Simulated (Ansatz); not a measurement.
CaPd₅:
```
CaPd5
1.0
    5.29464     0.00000     0.00000
   -2.64732     4.58529     0.00000
    0.00000     0.00000     4.42318
Ca Pd
1 5
Direct
  0.00000   0.00000   0.00000
  0.33333   0.66667   0.00000
  0.66667   0.33333   0.00000
  0.50000   0.00000   0.50000
  0.50000   0.50000   0.50000
  0.00000   0.50000   0.50000
```

Relaxed with r²SCAN.

Which orbitals make up the states near the Fermi level in the program Ansatz at the r²SCAN level (PAW)?

Within 0.5 eV of the Fermi level: Pd 4d 81 %, outside the projected shells 16 %. Projections are on Löwdin-orthogonalised atomic valence shells; empty p or d shells of many metals are not among them.

Tabulate the density of states.

States/eV per cell of 6 atoms, in 0.25 eV bins, energy from the Fermi level.

| E (eV) | total | Pd 4d | Ca 4s | Pd 4s |
|---|---|---|---|---|
| -6.90 | 0.00 | 0.00 | 0.00 | 0.00 |
| -6.65 | 0.19 | 0.08 | 0.09 | 0.01 |
| -6.40 | 0.43 | 0.20 | 0.17 | 0.02 |
| -6.15 | 0.64 | 0.33 | 0.21 | 0.02 |
| -5.90 | 0.92 | 0.53 | 0.22 | 0.02 |
| -5.65 | 1.65 | 1.12 | 0.19 | 0.02 |
| -5.40 | 2.59 | 2.02 | 0.16 | 0.02 |
| -5.15 | 3.78 | 3.15 | 0.24 | 0.03 |
| -4.90 | 4.42 | 3.70 | 0.31 | 0.03 |
| -4.65 | 3.59 | 2.90 | 0.35 | 0.02 |
| -4.40 | 8.41 | 7.70 | 0.27 | 0.04 |
| -4.15 | 14.71 | 13.92 | 0.32 | 0.03 |
| -3.90 | 11.54 | 10.76 | 0.40 | 0.02 |
| -3.65 | 13.90 | 12.89 | 0.48 | 0.02 |
| -3.40 | 11.54 | 10.65 | 0.37 | 0.01 |
| -3.15 | 8.23 | 7.57 | 0.23 | 0.01 |
| -2.90 | 11.75 | 10.82 | 0.22 | 0.01 |
| -2.65 | 9.72 | 8.99 | 0.14 | 0.00 |
| -2.40 | 12.61 | 11.49 | 0.11 | 0.01 |
| -2.15 | 7.67 | 7.06 | 0.06 | 0.00 |
| -1.90 | 10.62 | 9.85 | 0.11 | 0.00 |
| -1.65 | 10.13 | 9.36 | 0.03 | 0.00 |
| -1.40 | 14.60 | 14.01 | 0.03 | 0.00 |
| -1.15 | 16.55 | 15.83 | 0.10 | 0.00 |
| -0.90 | 10.45 | 9.64 | 0.07 | 0.00 |
| -0.65 | 6.97 | 6.03 | 0.10 | 0.00 |
| -0.40 | 5.11 | 4.32 | 0.09 | 0.00 |
| -0.15 | 4.85 | 4.07 | 0.09 | 0.00 |
| 0.10 | 5.98 | 4.95 | 0.16 | 0.00 |
| 0.35 | 2.02 | 1.34 | 0.10 | 0.00 |
| 0.60 | 1.58 | 0.44 | 0.14 | 0.00 |
| 0.85 | 1.49 | 0.34 | 0.16 | 0.00 |
| 1.10 | 1.51 | 0.29 | 0.19 | 0.00 |
| 1.35 | 1.41 | 0.23 | 0.15 | 0.00 |
| 1.60 | 1.58 | 0.22 | 0.15 | 0.00 |
| 1.85 | 1.94 | 0.22 | 0.15 | 0.00 |
| 2.10 | 2.10 | 0.20 | 0.10 | 0.00 |
| 2.35 | 2.48 | 0.22 | 0.06 | 0.00 |
| 2.60 | 2.46 | 0.22 | 0.03 | 0.00 |
| 2.85 | 3.52 | 0.25 | 0.03 | 0.00 |
| 3.10 | 3.87 | 0.22 | 0.03 | 0.00 |
| 3.35 | 3.43 | 0.17 | 0.02 | 0.00 |
| 3.60 | 2.03 | 0.09 | 0.01 | 0.00 |
| 3.85 | 1.87 | 0.08 | 0.01 | 0.00 |
| 4.10 | 2.40 | 0.08 | 0.01 | 0.00 |
| 4.35 | 3.48 | 0.10 | 0.02 | 0.00 |
| 4.60 | 3.97 | 0.10 | 0.01 | 0.00 |
| 4.85 | 3.36 | 0.06 | 0.01 | 0.00 |

Space group P6/mmm. The first step of the workflow began from a Materials Project structure, measured or hypothetical; the Crystallography Open Database files this formula in space group No. 191, but the cells were not matched. Its standing as an ambient phase is unchecked. The r²SCAN relaxation kept the symmetry of its start; its stability against distortions is not shown here. The run is not spin-polarised. Spin–orbit coupling is left out wherever it is not named.

Potentials: the later of the program's two PAW sets.
